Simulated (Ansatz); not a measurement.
**How settings move the elastic constants of AlCu₃**

All numbers below come from DFT LDA, scalar-relativistic, plane waves, PAW in Ansatz. Settings: 420 eV plane-wave cutoff, Γ-centred 12×12×12 mesh, Fermi-Dirac smearing of 0.15 eV. No spin polarisation.

Equilibrium structure at this level:
```
Al Cu
1.0
     0.00000    2.85000    2.85000
     2.85000    0.00000    2.85000
     2.85000    2.85000    0.00000
Al Cu
1 3
Direct
  0.00000 0.00000 0.00000
  0.50000 0.50000 0.50000
  0.25000 0.25000 0.25000
  0.75000 0.75000 0.75000
```

In a metal, frequencies and elastic constants depend on the k mesh and the smearing, soft modes and shear constants most.

At these settings the run gives the elastic coefficients (GPa; two-point stencil, strain 0.002 and ions relaxed unless stated):
```json
{"setting": "reference run", "C11": "170.4", "C12": "164.2", "C44": "124.9"}
```

Q: One thing at a time is changed: occupations fermi-dirac, width 0.05 eV; cutoff 200 eV; strain amplitude 0.15; k mesh 4×4×4; strain amplitude 0.0002; cutoff 350 eV; occupations fermi-dirac, width 0.5 eV; k mesh 2×2×2; strain amplitude 0.05. Some runs at doubtful settings were capped at 50 to 100 SCF iterations. What does each run give?

A:
```tsv
setting	C11	C12	C44
occupations fermi-dirac, width 0.05 eV	186.7	156.2	123.5
cutoff 200 eV	-335.4	49.3	306.3
strain amplitude 0.15	input refused	–	–
k mesh 4×4×4	200.1	152.7	117.9
strain amplitude 0.0002	171.2	164.8	125.1
cutoff 350 eV	176.0	167.5	126.9
occupations fermi-dirac, width 0.5 eV	165.8	165.5	123.7
k mesh 2×2×2	58.6	208.7	-92.0
strain amplitude 0.05	174.8	166.2	124.0
```
The reference run stands for the crystal at ordinary settings. Unsound on purpose: strain amplitude 0.15. Below the recommended cutoff: cutoff 200 eV. Below the recommended cutoff: cutoff 350 eV.

Cost: 10 runs of about 21 core-minutes in all, on Arm Neoverse V1 (shared hosts).